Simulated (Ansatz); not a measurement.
## Interface stability: competition for nitrogen

At an interface, nitrogen moves towards the element that binds it most strongly. Formation energy per nitrogen atom ranks the binary nitrides, and the reference for it cancels in every difference.

The reference row is β-Si3N4. Reaction per N atom: the row's nitride plus the reference's other element gives the reference nitride plus the row's element.

### Data

Levels of theory (Ansatz, a plane-wave PAW program): ΔH_f: r²SCAN, 0 K, against the elements in the same set-up, no fitted corrections; the partner's electronegativity: pymatgen's element table.

Model: energy per N = ΔH_f × atoms per N; reaction energy = reference − row (positive: the row is not reduced).

```
crystal              ΔH_f (eV/atom)  atoms per N  electronegativity of the partner (Pauling)  energy per N (eV)  reaction energy (eV)
-------------------  --------------  -----------  ------------------------------------------  -----------------  --------------------
β-Si3N4, reference           −1.273        1.750                                        1.90             −2.228                  0.00
Mo2N (anti-anatase)          −0.316        3.000                                        2.16             −0.948                 −1.28
Ta2N (P-31m, hP9)            −1.029        3.000                                        1.50             −3.087                  0.86
AlN (zinc blende)            −1.600        2.000                                        1.61             −3.200                  0.97
HfN (rock salt)              −1.871        2.000                                        1.30             −3.742                  1.51
```

Runs started from generated or typed cells of the structure named: β-Si3N4; HfN. Whether these are the forms stable at ambient conditions was not checked: Mo2N (anti-anatase). No claim is made that these are known or stable phases: Ta2N (P-31m, hP9). Over 15 meV/atom above the lowest phase of their formula at hand: AlN (24 meV/atom, r²SCAN). Spin–orbit coupling is left out unless named. No other phase of the formula is at hand at the same level beside Mo2N (anti-anatase). ΔH_f counts from the lowest computed solid of each element, oxygen or nitrogen as a molecular crystal: Al (Fm-3m), Hf (P6_3/mmc), Mo (Im-3m), N (Pa-3), Si (Fd-3m), Ta (Im-3m).

### Worked example

The steps for Mo2N (anti-anatase):

energy per N: −0.316 × 3.000 = −0.948 eV; reaction energy: (−2.228) − (−0.948) = −1.28 eV.

### Result

Ranking by reaction energy, most stable first: HfN (1.51 ± 0.084), AlN (0.97 ± 0.084) ≈ Ta2N (P-31m, hP9) (0.86 ± 0.12), β-Si3N4 (0.00 ± 0.074), Mo2N (anti-anatase) (−1.28 ± 0.12). The ± follows from allowances picked for this note (ΔH_f 0.04 eV/atom, 0.025 eV on the figure itself), carried to first order and added in quadrature, each row's own inputs moving alone; ≈ joins neighbours closer than their two ± added in quadrature. On this figure 3 of 4 candidates do clearly better than the reference.

Not reduced by the reference's element: Ta2N (P-31m, hP9), AlN, HfN (the elements of such rows can in turn scavenge nitrogen from β-Si3N4). Reduced: Mo2N (anti-anatase).

### Caveats

Lower nitrides of the row's element, ternary and intermetallic products and entropy are ignored and can undo a positive result. Uncorrected formation energies carry the functional's error for the molecule, which cancels in the reaction energy. Phases over 50 meV/atom above the lowest one at hand were not drawn (by r²SCAN where it compared them, else by the largest value; a layered or molecular lowest phase counts only with a dispersion term); other phases could lie lower still. Each row is the phase named, which need not be the stable one under ambient conditions. The rows are a sample and no shortlist: familiar crystals first, some related and some not, whatever their agreement with measurement; tables with many equal figures were not kept. Limits of the draw: ΔH_f under −0.1 eV/atom; for ΔH_f, runs without a dispersion term, no Mn, and elements whose lowest cell is their usual one. As a rule kept out of such tables: 4f compounds, open-shell compounds run without a Hubbard term, cells found unstable in the tests at hand, cells close to a higher symmetry, and runs set to a pressure or over 12 % in volume from the crystal's fullest run.
